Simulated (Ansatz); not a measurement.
The elements of this relaxed trial crystal are hidden behind letters.

```
lattice vectors (Å)
  -3.0795    3.0795    1.9538
   3.0795   -3.0795    1.9538
   3.0795    3.0795   -1.9538
fractional positions
X 0.5000 0.5000 0.0000
Z 0.8956 0.7021 0.5977
Z 0.1044 0.2979 0.4023
Z 0.2979 0.8956 0.1935
Z 0.7021 0.1044 0.8065
```

These are results of DFT PBE, scalar-relativistic, plane waves, PAW in Ansatz, not measurements. Settings of the last relaxation (5-atom cell): 420 eV, 12×12×12 k points, Gaussian smearing of 0.10 eV, collinear spin.

```
Space group                                 : I4/m (No. 87)
Conventional cell                           : a = 6.159 Å, c = 3.908 Å
Volume per atom                             : 14.82 Å³
Density                                     : 18.80 g/cm³
Energy over the elements                    : −0.03 eV/atom
Gap on the 12×12×12 mesh of the 5-atom cell : 0 eV (a metal)
Net moment per atom                         : 0.31 μB
```

Energies are uncorrected and count from the elements' standard states at the same level.

**Question.** X is a d-block element of period 4 and Z is a d-block element of period 6. Which elements are they?

**Answer.** X = Ni, Z = Pt, so the formula is NiPt4. Density times volume gives a mean mass of 18.80 × 14.82/1.6605 = 167.8 u per atom, and this set has 167.8 u. Ni is surrounded by 12 Pt at 2.74–2.76 Å; Pt has 9 Pt at 2.72–2.80 Å and 3 Ni at 2.74–2.76 Å. Other sets within the hints have nearly the same mass, so mass alone doesn't settle it; this one was computed.

These runs have no spin–orbit coupling, which can matter for Pt. The magnetic state reached may not be the lowest. Symmetry constrained the relaxation, so the result can be a saddle point.
